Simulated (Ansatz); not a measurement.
With the program Ansatz at the r²SCAN level (PAW), GaSb in the hexagonal phase (P6_422; Ga on 3c, Sb on 3d) relaxes to a = 4.364 Å, c = 9.513 Å. Its formation energy from the elements is -0.065 eV/atom, with no fitted shifts.

Electronic character: no gap, with almost no states at the Fermi level (zero-gap or semimetallic).

Bader charges are Ga +0.34, Sb -0.34 e.

The start of the workflow was typed in or built on a structure type; neither database checked (COD, Materials Project) lists it. It is not the phase usual at ambient conditions (space group No. 216). The r²SCAN relaxation kept the symmetry of its start; whether a distortion lowers the energy is not shown. A small band overlap can be real or an error of a semilocal functional. The references are the lowest solids computed at this level, not always the standard phases. Scalar-relativistic: spin–orbit coupling is off unless named, which matters more the heavier the elements.

Potentials: the earlier of the program's two PAW sets.
